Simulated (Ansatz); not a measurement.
Input and command of a calculation in Ansatz (plane waves; scalar-relativistic PAW potentials unless the input names others):

```yaml
crystal:
  lattice:
    - [3.2047645027, 0.0, 0.0]
    - [-1.6023822513, 2.7754074725, 0.0]
    - [0.0, 0.0, 25.1351545635]
  atoms:
    - { symbol: Hf, position: [0.3333333333, 0.6666666667, 0.3027881003] }
    - { symbol: Hf, position: [0.6666666667, 0.3333333333, 0.3970130787] }
    - { symbol: Hf, position: [0.3333333333, 0.6666666667, 0.499999995] }
    - { symbol: Hf, position: [0.6666666667, 0.3333333333, 0.6029869265] }
    - { symbol: Hf, position: [0.3333333333, 0.6666666667, 0.6972118994] }
basis:
  ecutwfc: 420
kpoints:
  mp_grid: { grid: [12, 12, 1], shift: [0.5, 0.5, 0.0] }
hamiltonian:
  xc: pbe
scf:
  occupations: { method: gaussian, width: 0.1 }
output:
  forces: true
  eigenvalues: true
efield:
  axis: 3
  dipole_correction: true
  ramp_width: 0.04
```

```bash
ansatz run input.yaml --threads 2 --pin off --max-ram 5632MiB --backend cpu --events-out ev --progress --plain --runs-dir out
```

Abridged log:
```
Warning: crystal.symmetry: narrowed to the stabiliser of the k-point mesh — unitary ops 6 → 2; excluded 4 operations that carry a point of the 12×12×1 mesh (shift [0.5, 0.5, 0]) off the mesh (the run samples exactly the mesh kpoints.mp_grid names, as under crystal.symmetry.detect: false, and its converged state has the mesh's symmetry, not the crystal's; ε∞, the Born charges and the force constants of a linear response (`dielectric:` by the response, `phonons.method: dfpt`) are averaged over those of the crystal's operations that the state keeps within a tolerance, where `mesh_tensors`, `unave ...
Basis set: ecut = 420 eV, 4441 PW (Γ), exchange–correlation on 48×48×360 points (8 copies of the dense FFT grid, shifted against one another)
Bands: 78, of which v1, the nominal top of the filled ones, is band 65 counted from 1 (64 counted from 0)
Symmetry: 2 space group operations
k-points: 42 of 144 (time reversal used)
SCF iter   1: F=—  HF=-78605.021048 eV  |F-HF|=—  |Δ(HF+E_count)|=         —  Δρ=8.81e-3  dr2=5.79e0  ethr=1.77e-3  p= 0.000 e·Å  D=-5.16e-9 V/Å  ΔV_dip=0.00 eV  dr2_dipole=1.90e-6  V_vac-E_F(+/−)=4.59/4.59 eV  ⟨swp⟩=5.1  Hψ=10521  notcnv=0  defer=16
efield: sawtooth ramp at fractional position 0.9800 (placed from the atoms, in the widest stretch of the axis that holds none; the zero of the levels goes with the place), width 0.0400; the density the first Hamiltonian is built on has a dipole p =  0.000 e·Å; the dipole correction subtracts the counter field D = -5.16e-9 V/Å, which shifts the + side's vacuum level by +0.00 eV against the − side's; the planar-averaged density in the ramp window peaks in size at 1.1e-4 e/Å³
SCF iter   2: F=—  HF=-78604.917261 eV  |F-HF|=—  |Δ(HF+E_count)|=   1.04e-1  Δρ=3.51e-3  dr2=3.27e-1  ethr=1.77e-3  p=0.000 e·Å  D=2.19e-5 V/Å  ΔV_dip= 0.00 eV  dr2_dipole=2.23e-5  V_vac-E_F(+/−)=4.38/4.38 eV  ⟨swp⟩=2.0  Hψ=4090  notcnv=0  defer=201
SCF iter   3: F=—  HF=-78604.907103 eV  |F-HF|=—  |Δ(HF+E_count)|=   1.02e-2  Δρ=1.59e-3  dr2=2.17e-2  ethr=2.51e-4  p= 0.000 e·Å  D=-7.87e-6 V/Å  ΔV_dip=0.00 eV  dr2_dipole=8.85e-9  V_vac-E_F(+/−)=4.41/4.41 eV  ⟨swp⟩=2.0  Hψ=4104  notcnv=0  defer=202
SCF iter   4: F=—  HF=-78604.904395 eV  |F-HF|=—  |Δ(HF+E_count)|=   2.71e-3  Δρ=3.57e-4  dr2=4.11e-4  ethr=1.67e-5  p= 0.000 e·Å  D=-2.81e-6 V/Å  ΔV_dip=0.00 eV  dr2_dipole=4.76e-8  V_vac-E_F(+/−)=4.40/4.40 eV  ⟨swp⟩=2.2  Hψ=5721  notcnv=0  defer=202
SCF iter   5: F=—  HF=-78604.904534 eV  |F-HF|=—  |Δ(HF+E_count)|=   1.40e-4  Δρ=1.34e-4  dr2=5.18e-5  ethr=3.16e-7  p= 0.000 e·Å  D=-2.16e-6 V/Å  ΔV_dip=0.00 eV  dr2_dipole=3.37e-9  V_vac-E_F(+/−)=4.39/4.39 eV  ⟨swp⟩=2.2  Hψ=5745  notcnv=0  defer=202
SCF iter   6: F=—  HF=-78604.904404 eV  |F-HF|=—  |Δ(HF+E_count)|=   1.30e-4  Δρ=5.07e-5  dr2=6.25e-6  ethr=3.99e-8  p= 0.000 e·Å  D=-1.03e-6 V/Å  ΔV_dip=0.00 eV  dr2_dipole=1.68e-9  V_vac-E_F(+/−)=4.39/4.39 eV  ⟨swp⟩=2.1  Hψ=5823  notcnv=0  defer=198
SCF iter   7: F=—  HF=-78604.904410 eV  |F-HF|=—  |Δ(HF+E_count)|=   5.13e-6  Δρ=1.75e-5  dr2=1.06e-6  ethr=4.81e-9  p= 0.000 e·Å  D=-6.94e-7 V/Å  ΔV_dip=0.00 eV  dr2_dipole=1.39e-9  V_vac-E_F(+/−)=4.39/4.39 eV  ⟨swp⟩=2.6  Hψ=6050  notcnv=0  defer=198
SCF iter   8: F=—  HF=-78604.904410 eV  |F-HF|=—  |Δ(HF+E_count)|=   6.81e-7  Δρ=8.00e-6  dr2=6.11e-7  ethr=8.17e-10  p= 0.000 e·Å  D=-3.71e-7 V/Å  ΔV_dip=0.00 eV  dr2_dipole=3.76e-11  V_vac-E_F(+/−)=4.39/4.39 eV  ⟨swp⟩=2.3  Hψ=5893  notcnv=0  defer=198
SCF iter   9: F=-78604.904410 eV  HF=-78604.904410 eV  |F-HF|=3.07e-8  |Δ(HF+E_count)|=   1.58e-7  Δρ=3.05e-6  dr2=8.22e-8  ethr=7.69e-11  p= 0.000 e·Å  D=-2.23e-7 V/Å  ΔV_dip=0.00 eV  dr2_dipole=1.02e-11  V_vac-E_F(+/−)=4.39/4.39 eV  ⟨swp⟩=12.1  Hψ=18641  notcnv=0
SCF 1 converged in 9 iterations: F = -78604.904410 eV  dr2 = 8.22e-8
SCF converged after 9 iterations
Free energy (F): -78604.904410 eV
Harris-Foulkes:  -78604.904410 eV  (|F-HF|=3.07e-8)
Internal energy: -78604.878753 eV  (E = F + TS)
E sigma→0 (E₀):  -78604.891582 eV
Entropy (-TS):   -0.025657 eV (-5.131 meV/atom)
Fermi energy:    7.871186 eV
Dipole field:    D = -0.000004 V/Å  (p = -0.000005 e·Å, saw-weighted, corrected)
Work function:   Φ+ = 4.3870 eV   Φ− = 4.3870 eV
Levels:          The Fermi level and band energies are counted from a zero that moves with the ramp; work functions are not
--- Forces (eV/Å), atoms counted from 1 ---
  atom   1  Hf     0.00264588    -0.00152760     0.00443133
  atom   2  Hf    -0.00041594     0.00024014    -0.00279231
  atom   3  Hf    -0.00446262     0.00257650     0.00000026
  atom   4  Hf    -0.00041596     0.00024016     0.00279302
  atom   5  Hf     0.00264587    -0.00152759    -0.00443019
```

Apart from outputs and empty bands, the input differs from a reference run on usual settings in kpoints.mp_grid.shift: left out → [0.5, 0.5, 0.0]. The reference, at the same geometry (not necessarily relaxed), gave largest force 0.003 eV/Å, no gap on the mesh. This run converged in 9 SCF iterations (reference: 9) with an energy at zero smearing 2.41 meV/atom below the reference's, largest force 0.005 eV/Å, no gap on the mesh.

Spin-orbit coupling is left out, which matters for the bands of heavy elements.

It took 29 s on 2 threads of Arm Neoverse V2, on a shared host, peak memory 0.81 GiB.
